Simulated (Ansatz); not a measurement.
All numbers below come from DFT PBE, scalar-relativistic, plane waves, PAW (Ansatz). Settings: cutoff 420 eV, Γ-centred meshes spaced at most about 0.3 Å⁻¹, and about 0.25 Å⁻¹ or finer for metals (2π included), Gaussian smearing. Collinear spin in cells that started with moments and kept them past the coarse steps, no spin elsewhere.

All energies are static (0 K, no zero-point motion).

Two forms of K₃Zr₂S were relaxed alike.

A. (site moments Zr 1.1 (×2) μB)

```
CELL_PARAMETERS angstrom
5.49720 0.00000 0.00000
-2.74860 4.76071 0.00000
0.00000 0.00000 8.19519
ATOMIC_POSITIONS crystal
K 0.33333 0.66667 0.10266
K 0.66667 0.33333 0.89734
K 0.00000 0.00000 0.50000
Zr 0.33333 0.66667 0.55270
Zr 0.66667 0.33333 0.44730
S 0.00000 0.00000 0.00000
```

B. (site moments Zr 1.6 (×2) μB)

```
CELL_PARAMETERS angstrom
5.92203 0.00000 0.00000
-2.96102 5.12863 0.00000
0.00000 0.00000 6.63416
ATOMIC_POSITIONS crystal
K 0.50000 0.00000 0.50000
K 0.00000 0.50000 0.50000
K 0.50000 0.50000 0.50000
Zr 0.66667 0.33333 0.00000
Zr 0.33333 0.66667 0.00000
S 0.00000 0.00000 0.00000
```

Question: Which form is favoured at zero pressure, and by what margin per atom?

Answer: A is lower, by 0.35 eV/atom. A has space group P-3m1 (No. 164), 35.7 Å³/atom and no gap on its mesh; B has space group P6/mmm (No. 191), 33.6 Å³/atom and no gap. Counting K or Zr atoms around S (for each partner element, those within 1.25 times its shortest distance or 1.15 times the sum of covalent radii, where it is the nearest in units of that sum or under 1.3; a plus sign parts groups by distance over the sum of covalent radii; the shortest distance is added where it exceeds 1.18 times the sum of covalent radii), A has S 6+2 and B has S 6 from 3.4 Å. The lower one is the more open, so pressure narrows the difference. Even the lower one lies +0.67 eV/atom against the reference forms of the elements (uncorrected), so neither is stable at this level. Both come from invented guesses.

Another magnetic order may lie lower. Cells relaxed within their symmetry can be saddle points.
